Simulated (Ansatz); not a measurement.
Values for one crystal, relaxed and computed with r²SCAN in the plane-wave PAW code Ansatz; other levels are named.

```yaml
volume_per_atom: 11.81 Å³
band_gap: 1.24 eV (direct)
Hole effective mass, band 1 of 2 at the edge: 2.5 along x, 2.8 along z (mₑ)
Pressure derivative B′: 4.4
zero_point_energy: 59.1 meV/atom
conduction_band_minimum: at Γ
zone_centre_stability: no imaginary mode at Γ
```

Task: Which compound is it?
A. ZnO, wurtzite
B. CdS, zinc blende
C. BeTe, zinc blende
D. ZnS, wurtzite

Result: A, ZnO, wurtzite

Space group P6_3mc (wurtzite). The r²SCAN relaxation kept the symmetry of its start.

Potentials: the later of the program's two PAW sets.
